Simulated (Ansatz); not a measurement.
SiGeC$_{2}$ (P-4m2), relaxed with r²SCAN (Ansatz, a program for electronic structure, plane waves, PAW): a = 3.1559 Å, b = 3.1559 Å, c = 4.4563 Å, α = 90.00°, β = 90.00°, γ = 90.00°.

```
Property              Value
--------------------  -----
gap (eV)               1.80
ΔH_f (eV/atom)         0.04
B₀ by P(V) fit (GPa)    208
```

Problem. The same phase is relaxed and computed with PBE in the same code. What are the cell and these values now?

Solution. a = b = 3.178 Å, c = 4.487 Å, α = β = γ = 90.00°.

- gap (eV) = 1.50
- ΔH_f (eV/atom) = 0.13
- B₀ by P(V) fit (GPa) = 192

Typed or built starts, not in the databases checked: SiGeC2, P-4m2 (Ge on 1c, Si on 1a, C on 2g). All cells were relaxed under the symmetry of their starts (and spin orders); stability against distortions was not tested throughout. Spin–orbit coupling is left out wherever it is not named.

Potentials: the later of the program's two PAW sets.

Ansatz is a plane-wave DFT program.

Formation energies count from the lowest solids of the elements computed at the same level, not from gases.
